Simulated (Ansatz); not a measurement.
Trial structures of BeAl: starts and ends

These are results of Ansatz 0.2.0, DFT PBE, scalar-relativistic, plane waves, PAW, not measurements. Settings: cutoff 420 eV, Γ-centred meshes spaced at most about 0.3 Å⁻¹, and about 0.25 Å⁻¹ or finer for metals (2π included), Gaussian smearing. No spin polarisation in the final relaxations.

Each guess was relaxed in cell and atoms at zero pressure, within the symmetry of its start. These are static total energies at zero pressure. Coordination counts all near atoms (those within 1.25 times the shortest distance at each site; a plus sign parts nearer from farther groups).

```
guess    made from  start group  V start (Å³/atom)                   end group  V end (Å³/atom)  coordination at the end  gap on mesh (eV)  E over the lowest end (meV/atom)
    1  random cell       P4/mmm               12.7        P4/mmm (CuAu (L1_0))             12.6             Be 12, Al 12                 0                                96
    2  random cell        Fm-3m               12.9           Fm-3m (rock salt)             14.8               Be 6, Al 6                 0                               517
    3    CrTe type     P6_3/mmc               10.5  P6_3/mmc (nickel arsenide)             13.3             Be 2+6, Al 6                 0                                 0
    4  random cell       P6/mmm               12.1                           ?                ?                        ?                 ?                                 ?
```

Guess 4 as it starts:

```cif
data_structure
_symmetry_space_group_name_H-M 'P6/mmm'
_symmetry_Int_Tables_number 191
_cell_length_a 2.8620
_cell_length_b 2.8620
_cell_length_c 3.4202
_cell_angle_alpha 90.000
_cell_angle_beta 90.000
_cell_angle_gamma 120.000
_cell_volume 24.26
loop_
_atom_site_label
_atom_site_type_symbol
_atom_site_symmetry_multiplicity
_atom_site_Wyckoff_symbol
_atom_site_fract_x
_atom_site_fract_y
_atom_site_fract_z
_atom_site_occupancy
Be1 Be 1 b 0.00000 0.00000 0.50000 1
Al1 Al 1 a 0.00000 0.00000 0.00000 1
```

**Question.** Predict the end of this guess and its energy over the lowest end.

**Answer.** It ends in space group P6/mmm (No. 191), with a = 2.557 Å, c = 5.296 Å, 15.0 Å³/atom and no gap. It lies 0.53 eV/atom over the lowest end, above guess 2 and so the highest of the set. Counting all near atoms, this end has Be 8, Al 8 and the lowest (guess 3) has Be 2+6, Al 6.

```cif
data_structure
_symmetry_space_group_name_H-M 'P6/mmm'
_symmetry_Int_Tables_number 191
_cell_length_a 2.5567
_cell_length_b 2.5567
_cell_length_c 5.2956
_cell_angle_alpha 90.000
_cell_angle_beta 90.000
_cell_angle_gamma 120.000
_cell_volume 29.98
loop_
_atom_site_label
_atom_site_type_symbol
_atom_site_symmetry_multiplicity
_atom_site_Wyckoff_symbol
_atom_site_fract_x
_atom_site_fract_y
_atom_site_fract_z
_atom_site_occupancy
Be1 Be 1 b 0.00000 0.00000 0.50000 1
Al1 Al 1 a 0.00000 0.00000 0.00000 1
```

Energies over the elements count from the elements' standard structures at the same level, with no fitted energy shifts.

**Question.** Is the lowest end bound against the elements?

**Answer.** No: its formation energy is +0.16 eV/atom. The separate elements lie lower, so it is unstable against them.

Cells relaxed within their symmetry can be saddle points; a later kick test found a lower structure for BeAl Fm-3m. A lower structure may well exist outside this small set. Some structure types and database cells were kept out of the candidates from the start, so a known form may be missing.
